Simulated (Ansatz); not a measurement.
**Migration of Ni in Si**

The calculation used DFT LDA, scalar-relativistic, plane waves, PAW (Ansatz). Settings: 420 eV cutoff, 2×2×2 k-mesh, shifted by half a step, Gaussian smearing of 0.02 eV, no spin polarisation.

In a supercell of 32 host sites, interstitial Ni hops to an equivalent place, moving 0.81 Å between the relaxed ends. Climbing-image nudged elastic band at fixed cell with images 0 (start) to 6 (end), the path measured over all atoms, converged to 0.05 eV/Å; the order of the saddle wasn't checked, and the small cell leaves errors of about a tenth of an eV.

Command:

```bash
ansatz run input.yaml --threads 8 --pin off --max-ram 20480MiB --backend cpu --events-out ev --progress --plain --runs-dir out
```

Input:

```yaml
crystal:
  lattice:
    - [-5.4019422872, -5.4019422872, 5.4019422872]
    - [5.4019422872, -5.4019422872, -5.4019422872]
    - [5.4019422872, 5.4019422872, 5.4019422872]
  atoms:
    - { symbol: Si, position: [0.2499980969, 0.7486590517, 0.7489731255] }
    - { symbol: Si, position: [2.65221e-05, 0.7536610576, 5.85848e-05] }
    - { symbol: Si, position: [0.4991198571, 0.4987215421, 0.7500164789] }
    - { symbol: Si, position: [0.2496763167, 0.501619156, -5.1596e-05] }
    - { symbol: Si, position: [-4.9583e-06, 0.5016368302, 0.2495718045] }
    - { symbol: Si, position: [0.7490537829, 0.7487029582, 0.250007795] }
    - { symbol: Si, position: [0.5015747704, 0.7517218595, 0.5015520522] }
    - { symbol: Si, position: [5.6214e-06, -0.004208379, 0.7420392585] }
    - { symbol: Si, position: [0.7502997568, 0.251922973, 0.7502530674] }
    - { symbol: Si, position: [0.498448171, 0.2501576313, -1.00985e-05] }
    - { symbol: Si, position: [0.2579868916, 0.253736631, 0.2580643958] }
    - { symbol: Si, position: [1.9031e-06, 0.2501560825, 0.4984780273] }
    - { symbol: Si, position: [0.7500374746, 0.4986942707, 0.4990120143] }
    - { symbol: Si, position: [0.742026806, -0.0042279518, 7.16523e-05] }
    - { symbol: Si, position: [0.500915069, -0.0003908749, 0.2508948503] }
    - { symbol: Si, position: [0.2509478056, -0.0003493872, 0.5009639505] }
    - { symbol: Si, position: [0.2503436098, 0.7498438968, 0.499992205] }
    - { symbol: Si, position: [2.37278e-05, 0.7482455462, 0.7478480427] }
    - { symbol: Si, position: [0.5040128032, 0.5045823118, 0.5039480632] }
    - { symbol: Si, position: [0.2497498003, 0.4994925545, 0.749596989] }
    - { symbol: Si, position: [-2.48273e-05, 0.5023102009, -0.0001379176] }
    - { symbol: Si, position: [0.7478629681, 0.7482583121, 2.30803e-05] }
    - { symbol: Si, position: [0.5000622147, 0.7498439175, 0.2503362091] }
    - { symbol: Si, position: [-5.5498e-06, 0.0005888219, 0.4960323538] }
    - { symbol: Si, position: [0.7502583288, 0.249754007, 0.4998534721] }
    - { symbol: Si, position: [0.4999303736, 0.2497849077, 0.7502784699] }
    - { symbol: Si, position: [0.2502209741, 0.252696428, 8.88499e-05] }
    - { symbol: Si, position: [-3.441e-06, 0.2527085851, 0.2502303586] }
    - { symbol: Si, position: [0.7496558857, 0.4995109199, 0.2496654622] }
    - { symbol: Si, position: [0.7498024691, 0.0024861614, 0.7498808293] }
    - { symbol: Si, position: [0.4959918743, 0.0005722216, -7.03484e-05] }
    - { symbol: Si, position: [0.252177673, 0.0003898372, 0.2521850973] }
    - { symbol: Ni, position: [2.18673e-05, 0.081848654, 4.34829e-05] }
basis:
  ecutwfc: 420
  xc_grid: 2
kpoints:
  mp_grid: { grid: [2, 2, 2], shift: [0.5, 0.5, 0.5] }
hamiltonian:
  xc: lda
scf:
  occupations: { method: gaussian, width: 0.02 }
output:
  forces: true
neb:
  images: 5
  f_tol: 0.05
  max_iterations: 70
  order_check: false
  final_atoms:
    - { symbol: Si, position: [0.250403011, 0.7505074455, 0.7502501997] }
    - { symbol: Si, position: [0.0001379176, 0.7476897991, 2.48273e-05] }
    - { symbol: Si, position: [0.500007795, 0.5001561032, 0.7496563902] }
    - { symbol: Si, position: [0.2521519573, 0.5017544538, -2.37278e-05] }
    - { symbol: Si, position: [-2.30803e-05, 0.5017416879, 0.2521370319] }
    - { symbol: Si, position: [0.7503345378, 0.7504890801, 0.2503441143] }
    - { symbol: Si, position: [0.4960519368, 0.7454176882, 0.4959871968] }
    - { symbol: Si, position: [-8.88499e-05, -0.002696428, 0.7497790259] }
    - { symbol: Si, position: [0.7478149027, 0.2496101628, 0.747822327] }
    - { symbol: Si, position: [0.5039676462, 0.2494111781, 5.5498e-06] }
    - { symbol: Si, position: [0.2501191707, 0.2475138386, 0.2501975309] }
    - { symbol: Si, position: [7.03484e-05, 0.2494277784, 0.5040081257] }
    - { symbol: Si, position: [0.7496637909, 0.5001560825, 0.4999377853] }
    - { symbol: Si, position: [0.7497696414, -0.0027085851, 3.441e-06] }
    - { symbol: Si, position: [0.5001465279, 0.000245993, 0.2497416712] }
    - { symbol: Si, position: [0.2497215301, 0.0002150923, 0.5000696264] }
    - { symbol: Si, position: [0.2499835211, 0.7512784579, 0.5008801429] }
    - { symbol: Si, position: [5.1596e-05, 0.748380844, 0.7503236833] }
    - { symbol: Si, position: [0.4984479478, 0.4982781405, 0.4984252296] }
    - { symbol: Si, position: [0.2510268745, 0.5013409483, 0.7500019031] }
    - { symbol: Si, position: [-5.85848e-05, 0.4963389424, -2.65221e-05] }
    - { symbol: Si, position: [0.7504281955, 0.7483631698, 4.9583e-06] }
    - { symbol: Si, position: [0.5009879857, 0.7513057293, 0.2499625254] }
    - { symbol: Si, position: [1.00985e-05, -0.0001576313, 0.501551829] }
    - { symbol: Si, position: [0.7491051497, 0.2503908749, 0.499084931] }
    - { symbol: Si, position: [0.4990360495, 0.2503493872, 0.7490521944] }
    - { symbol: Si, position: [0.2579607415, 0.254208379, -5.6214e-06] }
    - { symbol: Si, position: [-7.16523e-05, 0.2542279518, 0.257973194] }
    - { symbol: Si, position: [0.749992205, 0.5012970418, 0.2509462171] }
    - { symbol: Si, position: [0.7419356042, -0.003736631, 0.7420131084] }
    - { symbol: Si, position: [0.5015219727, -0.0001560825, -1.9031e-06] }
    - { symbol: Si, position: [0.2497469326, -0.001922973, 0.2497002432] }
    - { symbol: Ni, position: [-4.34829e-05, 0.168151346, -2.18673e-05] }
```

Course of the band:

| iteration | largest band force (eV/Å) | climbing image | energies over image 0 (eV) |
| --- | --- | --- | --- |
| 1 | 0.208 | 3 | 0.000 0.007 0.020 0.026 0.020 0.007 0.000 |
| 2 | 0.085 | 3 | 0.000 0.005 0.015 0.020 0.015 0.005 0.000 |
| 3 | 0.003 | 3 | 0.000 0.005 0.014 0.019 0.014 0.005 0.000 |

Final band:

```csv
image,path (Å),E − E(0) (eV),Ni x (Å),Ni y (Å),Ni z (Å),force on Ni (eV/Å)
0,0.00,0.000,0.442,-0.442,-0.442,0.00
1,0.14,0.005,0.519,-0.519,-0.519,0.06
2,0.28,0.014,0.597,-0.597,-0.597,0.06
3,0.42,0.019,0.675,-0.675,-0.675,0.00
4,0.56,0.014,0.754,-0.754,-0.754,0.06
5,0.70,0.005,0.832,-0.832,-0.832,0.06
6,0.84,0.000,0.908,-0.908,-0.909,0.00
```

Barrier 0.02 eV. Time: 3 min on 8 threads of Intel(R) Xeon(R) Processor @ 2.50GHz (Skylake/Cascade Lake) (shared host), peak memory 3.9 GiB.